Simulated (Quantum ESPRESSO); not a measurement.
## Ag2Ir2Al2CuIn (one run as intended and one with a planted mistake)

Computed values, not a measurement. The program is pw.x of Quantum ESPRESSO 7.5 (plane-wave density functional theory). The cell is made up: eight metal atoms on a face-centred cubic lattice, with elements, volume, strain and displacements drawn at random and not relaxed, so it may be unstable or far from any real phase. PseudoDojo standard norm-conserving files set the functional (PBE unless stated); there is no spin polarisation or spin-orbit coupling, the Fermi-Dirac width of 0.25 eV means electrons at about 2900 K, and the masses in the input are unused placeholders. The copper pseudopotential is less sure than most, with forces differing by about three percent and pressure by about two GPa from a second method on plain copper. Heavy elements are run without spin-orbit coupling, which real alloys of them have. A spin test at this wide smearing found no moment, but such smearing suppresses magnetism that the real alloy may have.

Intended input:

```
&control calculation='scf', pseudo_dir='./dojo.nc.sr.pbe.v0_5.standard.upf', outdir='./o', disk_io='minimal', tprnfor=.true., tstress=.true. /
&system ibrav=0, nat=8, ntyp=5, nbnd=65, ecutwfc=92.02030273, nosym=.true., tot_charge=0,
 occupations='smearing', smearing='fd', degauss=0.0183746611
/
&electrons conv_thr=1.470e-08, electron_maxstep=70, mixing_beta=0.5 /
ATOMIC_SPECIES
Ag 1.0 Ag.upf
Al 1.0 Al.upf
Cu 1.0 Cu.upf
In 1.0 In.upf
Ir 1.0 Ir.upf
CELL_PARAMETERS angstrom
0.0 4.0313 4.0313
4.0313 0.0 4.0313
4.0313 4.0313 0.0
ATOMIC_POSITIONS angstrom
Ag 0.0217 0.0729 -0.0825
Ir 1.8325 2.0465 -0.0673
Al 1.9249 0.0606 2.0413
Cu 3.9987 2.036 2.053
Al -0.0436 2.094 1.8825
Ag 1.9091 4.014 2.0462
In 1.894 2.0513 4.01
Ir 4.0051 4.0846 3.9877
K_POINTS automatic
5 5 5 1 1 1
```

The log is shortened where brackets say so; the opening notice, blank lines, dates and the lines on written files are dropped, and the path of the files is cut. It prints rydbergs, bohrs and kilobars, and counts compression as positive stress. Its total energy is the free energy E - TS of the whole cell.

Log of the intended run:

```
     Program PWSCF v.7.5
     Parallel version (MPI & OpenMP), running on       4 processor cores
     Number of MPI processes:                 4
     Threads/MPI process:                     1
     [start-up lines left out]
     bravais-lattice index     =            0
     lattice parameter (alat)  =      10.7736  a.u.
     unit-cell volume          =     884.2233 (a.u.)^3
     number of atoms/cell      =            8
     number of atomic types    =            5
     number of electrons       =       110.00
     number of Kohn-Sham states=           65
     kinetic-energy cutoff     =      92.0203  Ry
     charge density cutoff     =     368.0812  Ry
     scf convergence threshold =      1.5E-08
     mixing beta               =       0.5000
     number of iterations used =            8  plain     mixing
     Exchange-correlation= PBE
                           (   1   4   3   4   0   0   0)
     [axes and pseudopotential details left out]
   Cartesian axes
     site n.     atom                  positions (alat units)
         1        Ag     tau(   1) = (   0.0038063   0.0127870  -0.0144708  )
         2        Ir     tau(   2) = (   0.3214281   0.3589646  -0.0118047  )
         3        Al     tau(   3) = (   0.3376355   0.0106295   0.3580525  )
         4        Cu     tau(   4) = (   0.7013886   0.3571229   0.3601047  )
         5        Al     tau(   5) = (  -0.0076476   0.3672963   0.3301983  )
         6        Ag     tau(   6) = (   0.3348641   0.7040723   0.3589120  )
         7        In     tau(   7) = (   0.3322155   0.3598065   0.7033707  )
         8        Ir     tau(   8) = (   0.7025112   0.7164558   0.6994592  )
     number of k points=    63  Fermi-Dirac smearing, width (Ry)=  0.0184
                       cart. coord. in units 2pi/alat
        k(    1) = (   0.0707107   0.0707107   0.0707107), wk =   0.0320000
        k(    2) = (   0.2121320   0.2121320  -0.0707107), wk =   0.0320000
     [further k points left out]
     Dense  grid:   105395 G-vectors     FFT dimensions: (  72,  72,  72)
     Estimated max dynamical RAM per process >     410.87 MB
     Estimated total dynamical RAM >       1.53 GB
     Initial potential from superposition of free atoms
     starting charge     109.9897, renormalised to     110.0000
     Starting wfcs are   67 randomized atomic wfcs
     total cpu time spent up to now is       10.4 secs
     per-process dynamical memory:   333.0 Mb
     Self-consistent Calculation
     iteration #  1     ecut=    92.02 Ry     beta= 0.50
     Davidson diagonalization with overlap
     ethr =  1.00E-02,  avg # of iterations =  5.7
     total cpu time spent up to now is       37.8 secs
     total energy              =   -1598.63964482 Ry
     estimated scf accuracy    <       5.50318878 Ry
     iteration #  2     ecut=    92.02 Ry     beta= 0.50
     Davidson diagonalization with overlap
     ethr =  5.00E-03,  avg # of iterations =  3.0
     total cpu time spent up to now is       62.9 secs
     total energy              =   -1600.14637737 Ry
     estimated scf accuracy    <      21.11073431 Ry
     [iterations 3 to 13 left out]
     iteration # 14     ecut=    92.02 Ry     beta= 0.50
     Davidson diagonalization with overlap
     ethr =  8.35E-10,  avg # of iterations =  2.0
     total cpu time spent up to now is      338.7 secs
     total energy              =   -1602.12026612 Ry
     estimated scf accuracy    <       0.00000002 Ry
     iteration # 15     ecut=    92.02 Ry     beta= 0.50
     Davidson diagonalization with overlap
     ethr =  2.02E-11,  avg # of iterations =  3.4
     total cpu time spent up to now is      361.7 secs
     End of self-consistent calculation
     [lines on levels left out]
!    total energy              =   -1602.12026612 Ry
     estimated scf accuracy    <          9.4E-10 Ry
     smearing contrib. (-TS)   =      -0.06603605 Ry
     internal energy E=F+TS    =   -1602.05423007 Ry
     The total energy is F=E-TS. E is the sum of the following terms:
     one-electron contribution =    -805.89912280 Ry
     hartree contribution      =     463.38700410 Ry
     xc contribution           =    -271.13061225 Ry
     ewald contribution        =    -988.41149912 Ry
     convergence has been achieved in  15 iterations
     Forces acting on atoms (cartesian axes, Ry/au):
     atom    1 type  1   force =    -0.05351347   -0.02406126    0.02317745
     atom    2 type  5   force =     0.04624119    0.01593747    0.01527141
     atom    3 type  2   force =     0.00272913   -0.00856431   -0.00890992
     atom    4 type  3   force =    -0.01140945    0.00600514   -0.01491945
     atom    5 type  2   force =    -0.00663996   -0.00372667    0.00692188
     atom    6 type  1   force =     0.03093037    0.00708632   -0.03209126
     atom    7 type  4   force =     0.01041609   -0.00373434    0.01493382
     atom    8 type  5   force =    -0.01875389    0.01105764   -0.00438394
     Total force =     0.100676     Total SCF correction =     0.000067
     Computing stress (Cartesian axis) and pressure
          total   stress  (Ry/bohr**3)                   (kbar)     P=      -27.78
  -0.00012212  -0.00015622   0.00031909          -17.96      -22.98       46.94
  -0.00015622  -0.00008754   0.00033215          -22.98      -12.88       48.86
   0.00031909   0.00033215  -0.00035690           46.94       48.86      -52.50
     init_run     :      9.65s CPU     10.10s WALL (       1 calls)
     electrons    :    341.49s CPU    351.33s WALL (       1 calls)
     forces       :      3.12s CPU      3.17s WALL (       1 calls)
     stress       :     10.59s CPU     10.59s WALL (       1 calls)
     [timing details left out]
     PWSCF        :   6m 5.15s CPU   6m15.61s WALL
     JOB DONE.
```

A second run has one planted mistake: one atom is of a wrong element. The input lines that differ:

```
- &system ibrav=0, nat=8, ntyp=5, nbnd=65, ecutwfc=92.02030273, nosym=.true., tot_charge=0,
+ &system ibrav=0, nat=8, ntyp=6, nbnd=63, ecutwfc=92.02030273, nosym=.true., tot_charge=0,
+ Ga 1.0 Ga.upf
- Ir 4.0051 4.0846 3.9877
+ Ga 4.0051 4.0846 3.9877
```

Its log:

```
     Program PWSCF v.7.5
     Parallel version (MPI & OpenMP), running on       4 processor cores
     Number of MPI processes:                 4
     Threads/MPI process:                     1
     [start-up lines left out]
     bravais-lattice index     =            0
     lattice parameter (alat)  =      10.7736  a.u.
     unit-cell volume          =     884.2233 (a.u.)^3
     number of atoms/cell      =            8
     number of atomic types    =            6
     number of electrons       =       106.00
     number of Kohn-Sham states=           63
     kinetic-energy cutoff     =      92.0203  Ry
     charge density cutoff     =     368.0812  Ry
     scf convergence threshold =      1.5E-08
     mixing beta               =       0.5000
     number of iterations used =            8  plain     mixing
     Exchange-correlation= PBE
                           (   1   4   3   4   0   0   0)
     [axes and pseudopotential details left out]
   Cartesian axes
     site n.     atom                  positions (alat units)
         1        Ag     tau(   1) = (   0.0038063   0.0127870  -0.0144708  )
         2        Ir     tau(   2) = (   0.3214281   0.3589646  -0.0118047  )
         3        Al     tau(   3) = (   0.3376355   0.0106295   0.3580525  )
         4        Cu     tau(   4) = (   0.7013886   0.3571229   0.3601047  )
         5        Al     tau(   5) = (  -0.0076476   0.3672963   0.3301983  )
         6        Ag     tau(   6) = (   0.3348641   0.7040723   0.3589120  )
         7        In     tau(   7) = (   0.3322155   0.3598065   0.7033707  )
         8        Ga     tau(   8) = (   0.7025112   0.7164558   0.6994592  )
     number of k points=    63  Fermi-Dirac smearing, width (Ry)=  0.0184
                       cart. coord. in units 2pi/alat
        k(    1) = (   0.0707107   0.0707107   0.0707107), wk =   0.0320000
        k(    2) = (   0.2121320   0.2121320  -0.0707107), wk =   0.0320000
     [further k points left out]
     Dense  grid:   105395 G-vectors     FFT dimensions: (  72,  72,  72)
     Estimated max dynamical RAM per process >     406.45 MB
     Estimated total dynamical RAM >       1.51 GB
     Initial potential from superposition of free atoms
     starting charge     105.9871, renormalised to     106.0000
     Starting wfcs are   66 randomized atomic wfcs
     total cpu time spent up to now is       17.0 secs
     per-process dynamical memory:   325.4 Mb
     Self-consistent Calculation
     iteration #  1     ecut=    92.02 Ry     beta= 0.50
     Davidson diagonalization with overlap
     ethr =  1.00E-02,  avg # of iterations =  5.5
     total cpu time spent up to now is       59.2 secs
     total energy              =   -1522.76712801 Ry
     estimated scf accuracy    <       3.23377702 Ry
     iteration #  2     ecut=    92.02 Ry     beta= 0.50
     Davidson diagonalization with overlap
     ethr =  3.05E-03,  avg # of iterations =  3.0
     total cpu time spent up to now is       90.5 secs
     total energy              =   -1523.07219577 Ry
     estimated scf accuracy    <      15.23444512 Ry
     [iterations 3 to 11 left out]
     iteration # 12     ecut=    92.02 Ry     beta= 0.50
     Davidson diagonalization with overlap
     ethr =  7.06E-10,  avg # of iterations =  1.2
     total cpu time spent up to now is      369.8 secs
     total energy              =   -1524.71388355 Ry
     estimated scf accuracy    <       0.00000014 Ry
     iteration # 13     ecut=    92.02 Ry     beta= 0.50
     Davidson diagonalization with overlap
     ethr =  1.34E-10,  avg # of iterations =  2.0
     total cpu time spent up to now is      397.2 secs
     End of self-consistent calculation
     [lines on levels left out]
!    total energy              =   -1524.71388357 Ry
     estimated scf accuracy    <          1.3E-09 Ry
     smearing contrib. (-TS)   =      -0.04902921 Ry
     internal energy E=F+TS    =   -1524.66485435 Ry
     The total energy is F=E-TS. E is the sum of the following terms:
     one-electron contribution =    -802.13582992 Ry
     hartree contribution      =     465.73177121 Ry
     xc contribution           =    -269.41878114 Ry
     ewald contribution        =    -918.84201450 Ry
     convergence has been achieved in  13 iterations
     Forces acting on atoms (cartesian axes, Ry/au):
     atom    1 type  1   force =    -0.05683158   -0.02645525    0.02469095
     atom    2 type  6   force =     0.03988266    0.03468380    0.01604149
     atom    3 type  2   force =     0.00839421   -0.01004312   -0.01163784
     atom    4 type  3   force =    -0.01208307    0.00610752   -0.01592403
     atom    5 type  2   force =    -0.00524971   -0.00780545    0.00684526
     atom    6 type  1   force =     0.03162854    0.00703064   -0.03242940
     atom    7 type  5   force =     0.01072582   -0.00421098    0.01394170
     atom    8 type  4   force =    -0.01646688    0.00069283   -0.00152812
     Total force =     0.105697     Total SCF correction =     0.000080
     Computing stress (Cartesian axis) and pressure
          total   stress  (Ry/bohr**3)                   (kbar)     P=       19.37
   0.00013544   0.00018238   0.00013233           19.92       26.83       19.47
   0.00018238   0.00019775   0.00018861           26.83       29.09       27.75
   0.00013233   0.00018861   0.00006193           19.47       27.75        9.11
     init_run     :     11.16s CPU     11.70s WALL (       1 calls)
     electrons    :    369.23s CPU    380.27s WALL (       1 calls)
     forces       :      3.61s CPU      3.71s WALL (       1 calls)
     stress       :     12.05s CPU     12.06s WALL (       1 calls)
     [timing details left out]
     PWSCF        :   6m41.32s CPU   6m53.13s WALL
     JOB DONE.
```

```
                                            intended run  run with the mistake
                          free energy (eV)    -21797.957            -20744.789
         entropy term -TS, part of it (eV)        -0.898                -0.667
                            pressure (GPa)         -2.78                  1.94
size of the largest force component (eV/Å)         1.376                 1.461
largest change of a force component (eV/Å)                               0.482
                                iterations            15                    13
```

For scale, a rerun of the intended cell at a higher cutoff and on a denser mesh moved values by no more than 0.007 eV in energy, 0.03 GPa in stress and 0.003 eV/Å in force, and a second program with other atomic files agreed on that cell to 2 % rms in force and 0.5 GPa in pressure. Files of another functional or element have another zero of energy, so the energy change says nothing on stability. The number of bands, nbnd, was set by rule from the electron count, so it follows the mistake.